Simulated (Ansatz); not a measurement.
Input and command of a plane-wave DFT calculation in Ansatz:

```yaml
crystal:
  lattice:
    - [4.1052390303, -7.1989722444, -0.1433065577]
    - [8.3977632656, 0.1081291636, -0.3734602683]
    - [3.7002469111, -2.4263708045, 9.6871021109]
  atoms:
    - { symbol: Ge, position: [0.402644911, 0.4060403878, 0.7932437038] }
    - { symbol: Ge, position: [0.8936949687, 0.9238937298, 0.7776597083] }
    - { symbol: Ge, position: [0.398949993, 0.9298088277, 0.7812734734] }
    - { symbol: Sb, position: [0.111078683, 0.6041662373, 0.1729271086] }
    - { symbol: Sb, position: [0.6029049982, 0.5964264902, 0.2072868471] }
    - { symbol: Sb, position: [0.10433834, 0.1061085774, 0.1910878718] }
    - { symbol: Sb, position: [0.6009638096, 0.108641938, 0.196097387] }
    - { symbol: Te, position: [0.5053206523, 0.9793920949, 0.9973155928] }
    - { symbol: Te, position: [0.0013934593, 0.986129066, 0.9910400923] }
    - { symbol: Te, position: [0.5150806249, 0.4783513612, 0.0001242287] }
    - { symbol: Te, position: [0.0119957511, 0.4748089769, 0.9898096845] }
    - { symbol: Te, position: [0.7022234463, 0.2240248474, 0.3929705098] }
    - { symbol: Te, position: [0.2031079392, 0.2346042943, 0.3745017311] }
    - { symbol: Te, position: [0.7084806235, 0.7356559798, 0.3854725224] }
    - { symbol: Te, position: [0.2049026056, 0.7283976514, 0.3785283626] }
    - { symbol: Te, position: [0.2866031108, 0.7690178915, 0.6407532215] }
    - { symbol: Te, position: [0.7784182852, 0.7632004873, 0.6483075184] }
    - { symbol: Te, position: [0.2817973376, 0.2789600198, 0.639849665] }
    - { symbol: Te, position: [0.7960403887, 0.2758369555, 0.640864991] }
  symmetry: { detect: false }
basis:
  ecutwfc: 420
kpoints:
  mp_grid: { grid: [3, 3, 2] }
hamiltonian:
  xc: pbe
scf:
  occupations: { method: gaussian, width: 0.1 }
  lower_state_search: "off"
output:
  forces: true
  stress: true
  eigenvalues: true
relax:
  adjacent_minimum: "off"
  f_tol: 0.04
  max_steps: 25
  cell: { stress_tol: 0.3 }
```

```bash
ansatz run input.yaml --threads 4 --pin off --max-ram 9216MiB --backend cpu --events-out ev --progress --plain --runs-dir out
```

Processor: AMD EPYC 7R43 64-Core Processor (Zen 3), 4 threads, on a host shared with other jobs.

**Question.** How long does it run, and how much memory does it take?

**Answer.** About 3.9 min on 4 threads of AMD EPYC 7R43 64-Core Processor (Zen 3), on a shared host, peak memory 2.7 GiB. It solves 177 bands at 10 k points (the mesh reduced by symmetry) with about 11793 plane waves (on the last cell), in 46 SCF iterations over 7 ionic steps.
